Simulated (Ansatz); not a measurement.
AlRu, first-principles data

AlRu:
```
CELL_PARAMETERS angstrom
      1.49322    -4.58078     0.00000
      1.49322     4.58078     0.00000
      0.00000     0.00000     4.12105
ATOMIC_POSITIONS crystal
  Al 0.59285 0.40715 0.25000
  Ru 0.86384 0.13616 0.25000
  Al 0.40715 0.59285 0.75000
  Ru 0.13616 0.86384 0.75000
```

Space group Cmcm (No. 63); conventional cell a = 2.9864 Å, b = 9.1616 Å, c = 4.1211 Å, α = 90.00°, β = 90.00°, γ = 90.00°.

Method: PBE in the plane-wave PAW code Ansatz. Structure relaxed to zero pressure with the same functional. Other levels are named where they apply.

**Cell and energy**

| Item | Value |
|---|---|
| Volume per atom | 14.09 Å³ |
| Density | 7.54 g/cm³ |
| Formation energy from the elements (no fitted shifts) | -0.43 eV/atom |

**Electronic structure**

| Property | Value |
|---|---|
| Electronic character | metallic (no gap) |
| Density of states at the Fermi level | 0.94 states/eV per atom (mean over ±0.08 eV) |

**Mechanics**

| Quantity | Result |
|---|---|
| Bulk modulus (Birch–Murnaghan fit) | 181 GPa |
| Pressure derivative B′ | 4.5 |

The start of the workflow was typed in or built on a structure type; neither database checked (COD, Materials Project) lists it. COD files the formula under space group No. 221. Its standing as an ambient phase is unchecked. The PBE relaxation kept the symmetry of its start; whether a distortion lowers the energy is not shown. No spin polarisation was allowed. Axis ratios of metals converge slowly with the k-mesh, so a and c are less sure than the volume. The references are the lowest solids computed at this level, not always the standard phases. Spin–orbit coupling is left out wherever it is not named.

Potentials: the earlier of the program's two PAW sets.
